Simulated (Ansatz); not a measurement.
**Al₂InSb₃: relaxed-ion elastic tensor**

All numbers below come from Ansatz 0.2.0, DFT PBE, scalar-relativistic, plane waves, PAW. Plane waves to 420 eV; Γ-centred k mesh 12×12×4; fixed occupations. No spin polarisation.

Relaxed structure:
```
CELL_PARAMETERS angstrom
4.49391 0.00000 0.00000
-2.24695 3.89184 0.00000
0.00000 0.00000 11.02698
ATOMIC_POSITIONS crystal
Al 0.33333 0.66667 0.41103
Al 0.66667 0.33333 0.08828
In 0.00000 0.00000 0.75165
Sb 0.00000 0.00000 0.01116
Sb 0.33333 0.66667 0.65450
Sb 0.66667 0.33333 0.33339
```

The cell was found from a structure generator's guess, not taken from experiment. Spin–orbit coupling is left out, which matters for heavy elements.

(1) Give the relaxed-ion elastic constants (GPa, Voigt order xx yy zz yz xz xy, on the Cartesian axes of the cell above).

(2) Is the crystal stable against homogeneous strain?

(3) And the moduli of a polycrystal (Hill averages)?

## Answers

(1)
```
82.2 27.6 23.1  6.8  0.0  0.0
27.6 82.2 23.1 -6.8  0.0  0.0
23.1 23.1 88.6  0.0  0.0  0.0
 6.8 -6.8  0.0 22.4  0.0  0.0
 0.0  0.0  0.0  0.0 22.4  6.8
 0.0  0.0  0.0  0.0  6.8 27.3
```

(2) Yes: the least eigenvalue of the tensor is 17.6 GPa.

(3) B = 45 GPa, G = 25 GPa, E = 64 GPa, ν = 0.26.
